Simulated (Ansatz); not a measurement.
Relaxed-ion elastic tensor of LiC$_{8}$ in space group P6/mmm (No. 191; C on 6l, C on 2c, Li on 1b) in GPa (Voigt order), PBE+D3(BJ) in the plane-wave PAW code Ansatz; density 2.22 g/cm³, 8.57 Å³ per atom.

|  | 1 | 2 | 3 | 4 | 5 | 6 |
|---|---|---|---|---|---|---|
| 1 | 956 | 154 | -1.8 | 0.0 | 0.0 | 0.0 |
| 2 | 154 | 956 | -1.8 | 0.0 | 0.0 | 0.0 |
| 3 | -1.8 | -1.8 | 58.8 | 0.0 | 0.0 | 0.0 |
| 4 | 0.0 | 0.0 | 0.0 | 14.1 | 0.0 | 0.0 |
| 5 | 0.0 | 0.0 | 0.0 | 0.0 | 14.1 | 0.0 |
| 6 | 0.0 | 0.0 | 0.0 | 0.0 | 0.0 | 401 |

Q: Is the crystal mechanically stable?

A: Yes: the smallest eigenvalue of C is 14.1 GPa.

Q: Work out the Voigt and Reuss bounds. Is their mean of use?

A: K_V = 252, K_R = 52.9; G_V = 207, G_R = 29.4 GPa. The bounds lie so far apart that a Hill average or a Debye temperature from it would say little.

The cell is a constructed one: a structure type filled with these elements; neither database checked (COD, Materials Project) lists it. Its standing as an ambient phase is unchecked. The cell was relaxed with PBE+D3(BJ) under the symmetry of its start; whether a distortion lowers the energy is not shown. As this level gives no gap, shear constants depend on the k-mesh and smearing (Fermi–Dirac, 0.1 eV here).

Potentials: the later of the program's two PAW sets.
